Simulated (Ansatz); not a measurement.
Computed with DFT PBE, scalar-relativistic, plane waves, PAW (Ansatz 0.2.0). All cells share a 420 eV cutoff and Γ-centred k meshes spaced at most about 0.3 Å⁻¹ (about 0.25 or finer for metals, 2π included). No spin polarisation in the final relaxations.

Temperature and zero-point effects are left out.

Compare these two cells of Ge₅Br, each relaxed at this level.

A.

```cif
data_structure
_symmetry_space_group_name_H-M 'P6/mmm'
_symmetry_Int_Tables_number 191
_cell_length_a 4.5430
_cell_length_b 4.5430
_cell_length_c 7.8592
_cell_angle_alpha 90.000
_cell_angle_beta 90.000
_cell_angle_gamma 120.000
_cell_volume 140.47
loop_
_atom_site_label
_atom_site_type_symbol
_atom_site_symmetry_multiplicity
_atom_site_Wyckoff_symbol
_atom_site_fract_x
_atom_site_fract_y
_atom_site_fract_z
_atom_site_occupancy
Ge1 Ge 4 h 0.66667 0.33333 0.80977 1
Ge2 Ge 1 a 0.00000 0.00000 0.00000 1
Br1 Br 1 b 0.00000 0.00000 0.50000 1
```

B.

```cif
data_structure
_symmetry_space_group_name_H-M 'P-6m2'
_symmetry_Int_Tables_number 187
_cell_length_a 4.1878
_cell_length_b 4.1878
_cell_length_c 9.8760
_cell_angle_alpha 90.000
_cell_angle_beta 90.000
_cell_angle_gamma 120.000
_cell_volume 150.00
loop_
_atom_site_label
_atom_site_type_symbol
_atom_site_symmetry_multiplicity
_atom_site_Wyckoff_symbol
_atom_site_fract_x
_atom_site_fract_y
_atom_site_fract_z
_atom_site_occupancy
Ge1 Ge 2 i 0.66667 0.33333 0.77482 1
Ge2 Ge 2 g 0.00000 0.00000 0.64753 1
Ge3 Ge 1 f 0.66667 0.33333 0.50000 1
Br1 Br 1 a 0.00000 0.00000 0.00000 1
```

Question: Which would you expect to be lower, and how large is the difference?

Answer: B is lower, by 64 meV/atom. A has space group P6/mmm (No. 191), 23.4 Å³/atom and no gap on its mesh; B has space group P-6m2 (No. 187), 25.0 Å³/atom and no gap. Counting Ge atoms around Br (those within 1.25 times the shortest such distance or 1.15 times the sum of covalent radii; a plus sign parts nearer from farther groups; the shortest distance is added where it is long for a bond), A has Br 12+2 from 3.6 Å and B has Br 8 from 3.3 Å. A holds Ge–Ge nets (shortest 2.62 Å); in B the shortest Ge–Ge distance is 2.71 Å, near bonding range too. The lower one is the more open, so pressure narrows the difference. Even the lower one lies +0.19 eV/atom against the reference forms of the elements (uncorrected), so neither is stable at this level. In A, Ge on a site of symmetry 3m has 3 Ge at 2.62 Å, 4 Ge at 2.99–3.02 Å and 3 Br at 3.58 Å; around Ge on a site of symmetry 6/mmm lie 12 Ge at 3.02 Å and 2 Br at 3.93 Å; Br is surrounded by 12 Ge at 3.58 Å and 2 Ge at 3.93 Å (long contacts). In B, Ge on a site of symmetry 3m has 4 Ge at 2.71–2.73 Å and 3 Br at 3.29 Å; Ge on a second site of symmetry 3m is surrounded by 7 Ge at 2.73–2.91 Å and 1 Br at 3.48 Å; Br is surrounded by 8 Ge at 3.29–3.48 Å and 6 Br at 4.19 Å; 1 more site not described. Both come from invented guesses.

No dispersion correction is applied, so the spacing and binding between layers, chains or molecules are poorly described (P6/mmm), and this can change margins and order among such cells. A magnetic state wasn't ruled out in cells without spin, among them P6/mmm. Cells relaxed within their symmetry can be saddle points.
